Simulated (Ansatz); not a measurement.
Ni: from a starting cell to a relaxed one

The start is a generated trial cell of Ni in the AFLOW prototype A_oC8_64_f (A14, as in I). The structure is fully relaxed (lattice and positions, P = 0) with r2SCAN (plane waves to 500 eV, PAW, scalar-relativistic; Ansatz, a first-principles code). The first steps use a coarse 13×13×5 k-mesh.

The start:
```yaml
crystal:
  lattice:
    - [2.29615, -1.50300, 0.00000]
    - [2.29615, 1.50300, 0.00000]
    - [0.00000, 0.00000, 6.31886]
  atoms:
    - { symbol: Ni, position: [0.84515, 0.15485, 0.11750] }
    - { symbol: Ni, position: [0.15485, 0.84515, 0.88250] }
    - { symbol: Ni, position: [0.34515, 0.65485, 0.38250] }
    - { symbol: Ni, position: [0.65485, 0.34515, 0.61750] }
```
Spin-polarised start, with parallel moments on Ni.

| Quantity | Value |
|---|---|
| Outcome | The space group goes from Cmce (No. 64) to Fm-3m (No. 225); the end is fcc (Cu type), with 1 atom in the primitive magnetic cell |
| Energy released | about 1.4 eV/atom |
| Shortest distances (start → end) | The closest pairs of elements (up to four, under 3.6 Å), start → end: Ni–Ni 1.75 → 2.46 Å |
| Band gap at the end | no gap (metallic) |
| Moments at the end | net 0.74 μB/atom, ferromagnetic |
| Optimiser moves | 10 |

The end point of the relaxation:

Space group Fm-3m (No. 225); a = 3.480 Å, b = 3.480 Å, c = 3.480 Å, α = 90.00°, β = 90.00°, γ = 90.00°

```json
[
 {"atom": "Ni", "site": "4a", "symmetry": "m-3m", "x": "0.0000", "y": "0.0000", "z": "0.0000"}
]
```
(The calculation used a cell of 1 atom; values per cell refer to that cell.)

Final values are on a 23×23×23 k-mesh of the relaxed cell. The start holds a very short contact (Ni–Ni 1.75 Å). Spin state reached: ferromagnetic (net 0.74 μB/atom), from parallel starting moments; other spin orders were not run from this start. r2SCAN tends to overstate moments in metals.

The run could not lose the symmetry of its start; a randomly shaken copy of 2 atoms returns to this structure.
